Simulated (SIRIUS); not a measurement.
## Checks by hand on AlCo (Pm-3m, 2 atoms in the cell; from Materials Project mp-284)

```yaml
crystal:
  lattice:
    - [2.81940, 0.00000, 0.00000]
    - [0.00000, 2.81940, 0.00000]
    - [0.00000, 0.00000, 2.81940]
  atoms:
    - { symbol: Al, position: [0.00000, 0.00000, 0.00000] }
    - { symbol: Co, position: [0.50000, 0.50000, 0.50000] }
```

All values come from this method and carry its errors: PBE, PseudoDojo 0.5 standard norm-conserving PBE (tails mended) pseudopotentials (plane waves; SIRIUS 7.12.0).

Main settings: parameters.ngridk = 12 12 12; parameters.xc_functionals = [XC_GGA_X_PBE, XC_GGA_C_PBE]; parameters.gk_cutoff = 9.798 1/bohr; parameters.pw_cutoff = 19.596 1/bohr; parameters.smearing = fermi_dirac; parameters.smearing_width = 0.00367493 Ha; potentials = PseudoDojo 0.5 standard norm-conserving PBE (tails mended) pseudopotentials; parameters.electronic_structure_method = pseudopotential.

The run has no spin polarisation, so moments on Co cannot form. The structure comes from a collection of computed structures, made at another level of theory; the collection holds predicted forms beside known ones.

The cell holds 151.2 bohr³ and the plane-wave cutoff is 96.0 Ry.

Problem. How many plane waves does a k-point need, and how does the count grow with the cutoff?

Solution. In Rydberg units |k + G|² ≤ E, a sphere of radius √96.0 = 9.798 bohr⁻¹. Each G takes (2π)³/V of reciprocal space, so N = V E^(3/2)/(6π²) = 151.2 × 940.6/59.218 = 2402. The program's largest count at a k-point is 2469; single k-points scatter about the estimate. The count grows as E^(3/2): 20 % more cutoff means 31 % more plane waves.

With Fermi-Dirac occupations of width kT = 0.1000 eV the run gave E = -4228.5471 eV and F = E − TS = -4228.5754 eV for the cell.

Problem. Extrapolate the energy to zero width, and estimate the density of states at the Fermi level.

Solution. TS = E − F = 0.0283 eV. To second order in the width E rises and F falls by the same amount, so E(0) ≈ (E + F)/2 = -4228.5612 eV. The Sommerfeld expansion gives TS = (π²/3) g (kT)², so g ≈ 3 × 0.0283/(π² × 0.1000²) = 0.86 states/eV for the cell, 0.43 an atom (both spins). This g is a mean over a few kT around the Fermi level on this mesh. It implies a bare coefficient γ = (π²/3) k_B² g = 2.357 × 0.43 = 1.0 mJ/(mol K²) for a mole of atoms, without any enhancement by phonons or spin fluctuations.

“Tails mended”: in these copies of the files the far tail of each local potential was reset to the Coulomb form.
